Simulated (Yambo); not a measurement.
Yambo run on PbTe (rock salt, space group Fm-3m, No. 225). The wavefunctions are PBE (stringent potentials; pw.x of Quantum ESPRESSO, ONCV potentials, scalar-relativistic) ones on a 4×4×4 mesh (23 occupied bands); a = b = c = 4.5531 Å, α = β = γ = 60.00°.

Yambo input:

```
rim_cut
gw0
dyson
el_el_corr
HF_and_locXC
cohsex
em1s
RandQpts= 1000000
RandGvec= 1 Ry
EXXRLvcs= 106.6 Ry
VXCRLvcs= 426.4 Ry
Chimod= "HARTREE"
% BndsRnXs
 9 | 312 |
%
NGsBlkXs= 15 Ry
% LongDrXs
 1.0 | 1.0 | 1.0 |
%
ExtendOut
% QPkrange
 3 | 3 | 23 | 24 |
%
```

k points by index: 3 = L.

Resulting energies as the program prints them:

```
#    K-point    Band    Eo [eV]    E [eV]    E-Eo [eV]    Vxc [eV]    Vnlxc [eV]    Sc|Eo [eV]    Re(Z)    Im(Z)
#
    3    23    0.000000    -2.505392    -2.505392    -13.04806    -13.81070    -1.742749    1.000000    0.000000
    3    24    0.715014    -1.172287    -1.887301    -10.37587    -7.254005    -5.009166    1.000000    0.000000
```
(The two width columns are left out.) Convergence of these settings isn't established.

Spin-orbit coupling is not included.

Geometry relaxed with PBEsol.
